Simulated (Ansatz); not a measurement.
## Computed properties of Li$_{5}$Sn$_{2}$

Li₅Sn₂:
```cif
data_Li15Sn6
_chemical_formula_sum 'Sn6 Li15'
_space_group_name_H-M_alt 'R-3m :H'
_space_group_IT_number 166
_space_group_name_Hall '-R 3 2"'
_cell_length_a 4.71379
_cell_length_b 4.71379
_cell_length_c 19.69266
_cell_angle_alpha 90.000
_cell_angle_beta 90.000
_cell_angle_gamma 120.000
loop_
_atom_site_label
_atom_site_type_symbol
_atom_site_symmetry_multiplicity
_atom_site_Wyckoff_symbol
_atom_site_fract_x
_atom_site_fract_y
_atom_site_fract_z
_atom_site_occupancy
Sn1 Sn 6 c 0.00000 0.00000 0.07311 1
Li1 Li 3 b 0.00000 0.00000 0.50000 1
Li2 Li 6 c 0.00000 0.00000 0.21341 1
Li3 Li 6 c 0.00000 0.00000 0.35436 1
```
(The calculation used a cell of 7 atoms; values per cell refer to that cell.)

Space group R-3m (No. 166); conventional cell a = b = 4.714 Å, c = 19.693 Å, α = β = 90.00°, γ = 120.00°.

Method: plane-wave PAW r²SCAN (Ansatz code). Geometry: relaxed at this level of theory. Other levels are named where they apply.

### Cell and energy

```
Property                                                       Value
-----------------------------------------------------  -------------
Volume per atom                                             18.04 Å³
Density                                                   3.58 g/cm³
Formation energy from the elements (no fitted shifts)  -0.43 eV/atom
```

### Electronic structure

```
Item                                                                         Value
------------------------------------  --------------------------------------------
Electronic character                                             metallic (no gap)
Density of states at the Fermi level  0.16 states/eV per atom (mean over ±0.08 eV)
Gap with spin–orbit coupling                                       none (metallic)
```

### Mechanics

```
Property                               Value
----------------------------------  --------
Bulk modulus (Birch–Murnaghan fit)  31.3 GPa
Pressure derivative B′                   3.9
```

### Charges

```
Item                                   Value
-------------  -----------------------------
Bader charges  Sn -2.13, Li +0.84 to +0.86 e
```

The workflow started from an entry of the Crystallography Open Database (COD). Its standing as an ambient phase is unchecked. The cell was relaxed with r²SCAN under the symmetry of its start; its stability against distortions is not shown here. Axis ratios of metals converge slowly with the k-mesh, so a and c are less sure than the volume. The references are the lowest solids computed at this level, not always the standard phases. Spin–orbit coupling is left out wherever it is not named.

Potentials: the later of the program's two PAW sets.
